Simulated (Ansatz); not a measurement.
## MgS, one cell by several methods

```
Mg S
1.0
     0.00000    2.60165    2.60165
     2.60165    0.00000    2.60165
     2.60165    2.60165    0.00000
Mg S
1 1
Cartesian
  0.0000 0.0000 0.0000
  2.6016 2.6016 2.6016
```

Atoms are numbered in the order listed.

The conventional cell has a = 5.203 Å, b = 5.203 Å, c = 5.203 Å, α = 90.00°, β = 90.00°, γ = 90.00°. Mg (atom 1) has 6 S at 2.60 Å as nearest neighbours. S (atom 2) is surrounded by 6 Mg at 2.60 Å.

The cell comes from COD entry 9008672, which wasn't checked; take it as a given geometry.

Levels of theory: DFT, LDA, PAW with Ansatz's default frozen-core files, scalar-relativistic (Ansatz 0.2.0); DFT, LDA, all-electron LAPW, scalar-relativistic (Ansatz 0.2.0).

For PAW: a Γ-centred 8×8×8 k mesh, Fermi–Dirac smearing of 0.01 eV, cutoff 420 eV, no spin polarisation; the PAW files were made with PBE, and the program remakes their frozen cores for this functional. LAPW targets a basis error of 0.25 meV/atom. The Ansatz runs share mesh, smearing and spin set-up. Plane-wave (PAW) pressures include the program's estimate of the Pulay term.

Stress and pressure are positive in compression.

Levels count from the top of the valence band.

PAW results:

```json
{"quantity": "pressure (GPa)", "PAW": "-3.28"}
{"quantity": "band gap (eV)", "PAW": "2.560"}
{"quantity": "highest filled level at U (eV)", "PAW": "-1.378"}
{"quantity": "lowest empty level at U (eV)", "PAW": "3.709"}
{"quantity": "highest filled level at K (eV)", "PAW": "-1.378"}
{"quantity": "lowest empty level at K (eV)", "PAW": "3.709"}
{"quantity": "highest filled level at Γ (eV)", "PAW": "0.000"}
{"quantity": "lowest empty level at Γ (eV)", "PAW": "3.481"}
```

Problem. What does LAPW (all electrons) give for the same quantities?

Solution. 
```json
{"quantity": "pressure (GPa)", "LAPW": "-3.25"}
{"quantity": "band gap (eV)", "LAPW": "2.562"}
{"quantity": "highest filled level at U (eV)", "LAPW": "-1.378"}
{"quantity": "lowest empty level at U (eV)", "LAPW": "3.712"}
{"quantity": "highest filled level at K (eV)", "LAPW": "-1.378"}
{"quantity": "lowest empty level at K (eV)", "LAPW": "3.712"}
{"quantity": "highest filled level at Γ (eV)", "LAPW": "0.000"}
{"quantity": "lowest empty level at Γ (eV)", "LAPW": "3.483"}
```
